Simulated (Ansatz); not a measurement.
Theory: DFT PBE, scalar-relativistic, plane waves, PAW, and for the lanthanide a 4f-in-core norm-conserving potential (Ansatz 0.2.0). All cells share a 660 eV cutoff and Γ-centred k meshes spaced at most about 0.3 Å⁻¹ (about 0.25 or finer for metals, 2π included). Collinear spin in cells that started with moments and kept them past the coarse steps, no spin elsewhere.

Temperature and zero-point effects are left out. All come from trial cells, and lower structures may exist.

**Question.** Order these relaxed structures of Nd2Sb2Rh by energy, lowest first, with the energy over the lowest of them.
A.

Space group P6/mmm (No. 191). a = 5.298 Å, b = 5.298 Å, c = 8.008 Å, α = 90.00°, β = 90.00°, γ = 120.00°
```json
{"atom": "Nd", "site": "2d", "symmetry": "-6m2", "x": "0.3333", "y": "0.6667", "z": "0.5000"}
{"atom": "Sb", "site": "2e", "symmetry": "6mm", "x": "0.0000", "y": "0.0000", "z": "0.6852"}
{"atom": "Rh", "site": "1a", "symmetry": "6/mmm", "x": "0.0000", "y": "0.0000", "z": "0.0000"}
```

B.

Space group P-3m1 (No. 164). a = 4.401 Å, b = 4.401 Å, c = 8.420 Å, α = 90.00°, β = 90.00°, γ = 120.00°
```csv
atom,site,symmetry,x,y,z
Nd,2d,3m.,0.3333,0.6667,0.6691
Sb,2d,3m.,0.3333,0.6667,0.1312
Rh,1a,-3m.,0.0000,0.0000,0.0000
```

C.

Space group P4/mmm (No. 123). a = 4.596 Å, b = 4.596 Å, c = 6.931 Å, α = 90.00°, β = 90.00°, γ = 90.00°
```csv
atom,site,symmetry,x,y,z
Nd,2e,mmm.,0.5000,0.0000,0.5000
Sb,2h,4mm,0.5000,0.5000,0.8082
Rh,1a,4/mmm,0.0000,0.0000,0.0000
```

D.

Space group P4/mmm (No. 123). a = 4.073 Å, b = 4.073 Å, c = 9.298 Å, α = 90.00°, β = 90.00°, γ = 90.00°
```tsv
atom	site	symmetry	x	y	z
Nd	1b	4/mmm	0.0000	0.0000	0.5000
Nd	1c	4/mmm	0.5000	0.5000	0.0000
Sb	2h	4mm	0.5000	0.5000	0.3443
Rh	1a	4/mmm	0.0000	0.0000	0.0000
```

**Answer.** B (0 meV/atom), D (180 meV/atom), C (774 meV/atom), A (863 meV/atom). Forms: B P-3m1, no spin; D P4/mmm, no spin; C P4/mmm, moments up to 0.0 μB; A P6/mmm, moments up to 0.1 μB. Counting Sb atoms around Nd and Rh (those within 1.25 times the shortest such distance or 1.15 times the sum of covalent radii, 1.27 where that leaves under three; a plus sign parts nearer from farther groups; the shortest distance is added where it exceeds 1.18 times the sum of covalent radii; a slash parts the counts of unlike sites): B has Nd 3+1, Rh 6; D has Nd 2/8, Rh 8 from 4.3 Å; C has Nd 4, Rh 8 from 3.5 Å; A has Nd 6, Rh 2. D holds Sb–Sb pairs (shortest 2.90 Å); C holds Sb–Sb pairs (shortest 2.66 Å); A holds Sb–Sb pairs (shortest 2.97 Å) (bonds between like non-metal atoms; other contacts aren't counted).

Spin–orbit coupling, which can matter for Sb, is left out. The magnetic state reached may not be the lowest. Cells relaxed within their symmetry can be saddle points. Some candidate types were left out of the draw beforehand, so a known form may be missing.

The lanthanide is trivalent by construction, without f bands, f moments or other valences.
